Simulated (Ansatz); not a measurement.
A plane-wave DFT run in Ansatz 0.2.0 (scalar-relativistic PAW potentials unless the input names others): input and command.

```yaml
crystal:
  lattice:
    - [-1.85532641, 1.85532641, 4.04297935]
    - [1.85532641, -1.85532641, 4.04297935]
    - [1.85532641, 1.85532641, -4.04297935]
  atoms:
    - { symbol: Zn, position: [0.75, 0.25, 0.5] }
    - { symbol: Zn, position: [0.25, 0.75, 0.5] }
    - { symbol: Zn, position: [0.5, 0.5, 0.0] }
    - { symbol: Pd, position: [0.0, 0.0, 0.0] }
basis:
  ecutwfc: 500
kpoints:
  mp_grid: { grid: [16, 16, 16] }
hamiltonian:
  xc: r2scan
scf:
  occupations: { method: gaussian, width: 0.1 }
  mixing: { preconditioner: ldos }
output:
  forces: true
  eigenvalues: true
  stress: true
relax:
  adjacent_minimum: "off"
  f_tol: 0.005
  max_steps: 80
  cell: { stress_tol: 0.05 }
```

```bash
ansatz run input.yaml --threads 1 --pin off --max-ram 2560MiB --backend cpu --events-out ev --progress --plain --runs-dir out
```

Abridged log:
```
Basis set: ecut = 500 eV, 1395 PW (Γ), exchange–correlation on 144×144×144 points (64 copies of the dense FFT grid, shifted against one another)
Bands: 33, of which v1, the nominal top of the filled ones, is band 27 counted from 1 (26 counted from 0)
Symmetry: 16 space group operations
k-points: 349 of 4096
SCF iter   1: F=—  HF=-16964.286563 eV  |F-HF|=—  |Δ(HF+E_count)|=         —  Δρ=2.16e-2  dr2=1.31e-1  dr2_τ=1.17e-2  ethr=1.77e-3  ⟨swp⟩=6.3  Hψ=49807  notcnv=0  defer=53
SCF iter   2: F=—  HF=-16964.453374 eV  |F-HF|=—  |Δ(HF+E_count)|=   1.67e-1  Δρ=3.33e-2  dr2=3.43e-1  dr2_τ=1.90e-3  ethr=2.43e-4  ⟨swp⟩=3.0  Hψ=25545  notcnv=0  defer=466  recentre
SCF iter   3: F=—  HF=-16964.268392 eV  |F-HF|=—  |Δ(HF+E_count)|=   1.85e-1  Δρ=5.42e-3  dr2=7.73e-3  dr2_τ=1.37e-4  ethr=2.43e-4  ⟨swp⟩=2.6  Hψ=24237  notcnv=0  defer=467
SCF iter   4: F=—  HF=-16964.266710 eV  |F-HF|=—  |Δ(HF+E_count)|=   1.68e-3  Δρ=1.32e-3  dr2=8.78e-4  dr2_τ=1.16e-4  ethr=1.43e-5  ⟨swp⟩=2.0  Hψ=19770  notcnv=0  defer=467
SCF iter   5: F=—  HF=-16964.266510 eV  |F-HF|=—  |Δ(HF+E_count)|=   2.00e-4  Δρ=2.00e-4  dr2=1.07e-5  dr2_τ=8.66e-7  ethr=1.63e-6  ⟨swp⟩=2.1  Hψ=19079  notcnv=0  defer=467
SCF iter   6: F=—  HF=-16964.266517 eV  |F-HF|=—  |Δ(HF+E_count)|=   7.50e-6  Δρ=1.19e-4  dr2=5.03e-6  dr2_τ=1.82e-7  ethr=1.99e-8  ⟨swp⟩=2.0  Hψ=19848  notcnv=0  defer=467
SCF iter   7: F=—  HF=-16964.266517 eV  |F-HF|=—  |Δ(HF+E_count)|=   1.64e-7  Δρ=4.22e-5  dr2=6.59e-7  dr2_τ=1.89e-8  ethr=9.32e-9  ⟨swp⟩=2.0  Hψ=18923  notcnv=0  defer=467
SCF iter   8: F=-16964.266518 eV  HF=-16964.266518 eV  |F-HF|=2.98e-8  |Δ(HF+E_count)|=   8.36e-7  Δρ=9.96e-6  dr2=2.97e-8  dr2_τ=3.35e-10  ethr=1.85e-10  ⟨swp⟩=9.5  Hψ=67927  notcnv=0
SCF 1 converged in 8 iterations: F = -16964.266518 eV  dr2 = 2.97e-8
relax step   1: F+E_penalty+E_count = -16964.26651776 eV  Δ(F+E_penalty+E_count) = +0.000e0 eV  max|allowed force component| = 3.469e-17 eV/Å  Δτ_max = 0.0000 Å  P = -0.401 GPa  Ω = 55.668 Å³  (8 SCF iters, dr2 threshold 1.00e-7 eV, accepted)
Crystal: 4 atoms, lattice volume = 55.495 Å³
Initial density: handed on by an earlier stage of this run
Initial wavefunctions: those handed on with the density
   ...
SCF iter   4: F=—  HF=-16964.266941 eV  |F-HF|=—  |Δ(HF+E_count)|=   5.70e-8  Δρ=1.11e-5  dr2=4.18e-8  dr2_τ=1.57e-9  ethr=1.62e-10  ⟨swp⟩=2.0  Hψ=19542  notcnv=0
SCF iter   5: F=-16964.266941 eV  HF=-16964.266941 eV  |F-HF|=2.52e-9  |Δ(HF+E_count)|=   1.23e-8  Δρ=3.59e-6  dr2=4.73e-9  dr2_τ=6.08e-10  ethr=2.08e-11  ⟨swp⟩=3.6  Hψ=53471  notcnv=0
SCF 3 converged in 5 iterations: F = -16964.266941 eV  dr2 = 4.73e-9
relax step   3: F+E_penalty+E_count = -16964.26694080 eV  Δ(F+E_penalty+E_count) = -1.514e-5 eV  max|allowed force component| = 3.469e-18 eV/Å  Δτ_max = 0.0000 Å  P = +0.012 GPa  Ω = 55.488 Å³  energy of the carried Pulay correction = +1.290e-4 eV  (5 SCF iters, dr2 threshold 1.12e-8 eV, accepted)
Initial wavefunctions: pseudopotential atomic-orbital guess (no wavefunctions were taken with the density)
SCF iter   1: F=—  HF=-16964.266814 eV  |F-HF|=—  |Δ(HF+E_count)|=         —  Δρ=1.27e-5  dr2=1.82e-8  dr2_τ=5.99e-8  ethr=1.70e-8  ⟨swp⟩=4.0  Hψ=86877  notcnv=0
SCF iter   2: F=—  HF=-16964.266816 eV  |F-HF|=—  |Δ(HF+E_count)|=   1.79e-6  Δρ=7.04e-6  dr2=1.93e-8  dr2_τ=1.38e-9  ethr=3.36e-11  ⟨swp⟩=2.2  Hψ=21458  notcnv=0
SCF iter   3: F=—  HF=-16964.266816 eV  |F-HF|=—  |Δ(HF+E_count)|=   3.92e-9  Δρ=4.71e-6  dr2=7.05e-9  dr2_τ=2.50e-10  ethr=3.36e-11  ⟨swp⟩=2.0  Hψ=20939  notcnv=0
SCF iter   4: F=—  HF=-16964.266816 eV  |F-HF|=—  |Δ(HF+E_count)|=   3.35e-9  Δρ=1.49e-6  dr2=1.06e-9  dr2_τ=5.43e-11  ethr=1.31e-11  ⟨swp⟩=2.0  Hψ=17057  notcnv=0
SCF iter   5: F=—  HF=-16964.266816 eV  |F-HF|=—  |Δ(HF+E_count)|=  2.33e-10  Δρ=3.33e-7  dr2=4.83e-11  dr2_τ=1.59e-12  ethr=1.96e-12  ⟨swp⟩=2.6  Hψ=19811  notcnv=0
SCF iter   6: F=-16964.266816 eV  HF=-16964.266816 eV  |F-HF|=3.64e-12  |Δ(HF+E_count)|=  7.28e-12  Δρ=8.73e-8  dr2=2.53e-12  dr2_τ=7.09e-14  ethr=1.00e-12  ⟨swp⟩=4.9  Hψ=45630  notcnv=0
SCF 4 converged in 6 iterations: F = -16964.266816 eV  dr2 = 2.53e-12
SCF converged after 6 iterations
Free energy (F): -16964.266816 eV
Harris-Foulkes:  -16964.266816 eV  (|F-HF|=3.64e-12)
Internal energy: -16964.262190 eV  (E = F + TS)
E sigma→0 (E₀):  -16964.264503 eV
Entropy (-TS):   -0.004626 eV (-1.156 meV/atom)
Fermi energy:    14.491631 eV
--- Forces (eV/Å), atoms counted from 1 ---
  atom   1  Zn     0.00000000     0.00000000     0.00000000
  atom   2  Zn     0.00000000     0.00000000     0.00000000
  atom   3  Zn     0.00000000     0.00000000     0.00000000
  atom   4  Pd     0.00000000     0.00000000     0.00000000
--- Stress (GPa, compression-positive) ---
        0.021564       0.000000       0.000000
        0.000000       0.021564       0.000000
        0.000000       0.000000      -0.014429
  P = ⅓ Tr σ = 0.0096 GPa (0.096 kbar)
--- Relaxed structure (3 steps of the walk, 3 accepted, 1 SCFs on fresh bases) ---
  F+E_penalty+E_count = -16964.26681571 eV   max|allowed force component| = 1.214e-17 eV/Å   (the final SCF, on the basis selected at the relaxed cell)
  cell:  # Å, volume = 55.4879 Å³
    - [-1.85475894, 1.85475894, 4.03239765]
    - [1.85475894, -1.85475894, 4.03239765]
    - [1.85475894, 1.85475894, -4.03239765]
  atoms:
    - { symbol: Zn, position: [0.75, 0.24999999, 0.5] }
    - { symbol: Zn, position: [0.24999999, 0.75, 0.5] }
    - { symbol: Zn, position: [0.49999999, 0.49999999, 0.0] }
    - { symbol: Pd, position: [0.0, 0.0, 0.0] }
```

Apart from outputs and empty bands, the input differs from a reference run on usual settings in scf.mixing.preconditioner: not typed → "ldos". The reference, at the same start, ended its own course with a relaxed volume of 13.87 Å³/atom, pressure 0.01 GPa, largest force 0.000 eV/Å, no gap on the mesh. This run converged in 24 SCF iterations over all its steps (reference: 26) with an energy at zero smearing within 0.01 meV/atom of the reference's, a relaxed volume of 13.87 Å³/atom, pressure 0.01 GPa, largest force 0.000 eV/Å, no gap on the mesh.

Time: 110 s on 1 thread of AMD EPYC 9R45 96-Core Processor (Zen 5) (shared host), peak memory 1.1 GiB.